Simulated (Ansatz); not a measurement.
Input:

Ge in space group I4_132 (No. 214; Ge on 8a), a = b = c = 6.927 Å, α = β = γ = 90.00°; the cell used has 4 atoms.

This is the PBE-relaxed structure.

**Question.** All from plane-wave PAW PBE (Ansatz code), unless another level is named. Estimate the electronic character.

**Answer.** metallic (no gap).

**Question.** Give the density of states at the Fermi level.

**Answer.** 0.77 states/eV per atom (mean over ±0.08 eV).

**Question.** What about the gap with spin–orbit coupling?

**Answer.** none (metallic).

The start of the workflow was typed in or built on a structure type; neither database checked (COD, Materials Project) lists it. It is not the phase usual at ambient conditions (space group No. 227). The PBE relaxation kept the symmetry of its start; its stability against distortions is not shown here. The volume moved by 52 % from the start of the relaxation. Scalar-relativistic: spin–orbit coupling is off unless named, which matters more the heavier the elements.

Potentials: the later of the program's two PAW sets.
